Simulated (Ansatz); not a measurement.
# Competing spin states in MnZn3

```yaml
crystal:
  lattice:
    - [7.72000, 0.00000, 0.00000]
    - [0.00000, 3.86000, 0.00000]
    - [0.00000, 0.00000, 3.86000]
  atoms:
    - { symbol: Mn, position: [0.00000, 0.00000, 0.00000] }
    - { symbol: Zn, position: [0.00000, 0.50000, 0.50000] }
    - { symbol: Zn, position: [0.25000, 0.00000, 0.50000] }
    - { symbol: Zn, position: [0.25000, 0.50000, 0.00000] }
    - { symbol: Mn, position: [0.50000, 0.00000, 0.00000] }
    - { symbol: Zn, position: [0.50000, 0.50000, 0.50000] }
    - { symbol: Zn, position: [0.75000, 0.00000, 0.50000] }
    - { symbol: Zn, position: [0.75000, 0.50000, 0.00000] }
```

All energies were calculated with Ansatz 0.2.0 (r2SCAN; 500 eV; 4×8×8 Γ-centred mesh; fermi-dirac occupations of width 0.050 eV). The atoms are fixed and numbered as listed; spin is collinear, without spin-orbit coupling.

Different starts of the self-consistent cycle ended in different solutions. Their moments in μB:

```json
{"state": "A", "Mn1": "3.62", "Mn5": "-3.62", "other atoms together": "0.00", "size of the net moment a cell": "0.00"}
{"state": "B", "Mn1": "0.00", "Mn5": "0.00", "other atoms together": "0.00", "size of the net moment a cell": "0.00"}
{"state": "C", "Mn1": "3.70", "Mn5": "3.70", "other atoms together": "-0.49", "size of the net moment a cell": "6.79"}
```

Site moments are taken in small spheres that don't touch (radius about 0.4 of the atom's shortest bond), so those of the magnetic atoms read low, and they needn't add up to the net moment. State B was run without spin polarisation.

Q: Rank the states by energy at zero smearing.

A: State C (parallel moments) is lowest; A (antiparallel, compensated) lies 9.0 meV above it, B (without moments) lies 383 meV above it, all counted an atom of the cell.

Q: Which states have a gap on the mesh, and what pressure does each exert on this cell?

A: A: no gap, -3.3 GPa; B: no gap, -13.8 GPa; C: no gap, -3.1 GPa (positive in compression). Moments take up room: without them the pressure is lower, so that state wants a smaller cell.

Q: How much does the cell gain by forming moments?

A: 383 meV an atom of the cell, or 1533 meV for each Mn atom, against state B, which has none. In a metal like this the level decides whether moments form at all, so this is no ordering energy.

The cell is that of a Crystallography Open Database entry, unchanged but doubled along one cell vector so that moments can oppose.

Caveats: only orders that fit this cell and collinear spins were tried, so the true order may need a larger cell or canted moments; atoms and cell are not relaxed, and each state would relax in its own way; r2SCAN overestimates the moments and magnetic energies of itinerant metals, and can make a paramagnetic metal magnetic; the k mesh is coarse, so differences of a few meV are uncertain where a state is a metal; one start a pattern, so a lower state of the same pattern may exist.
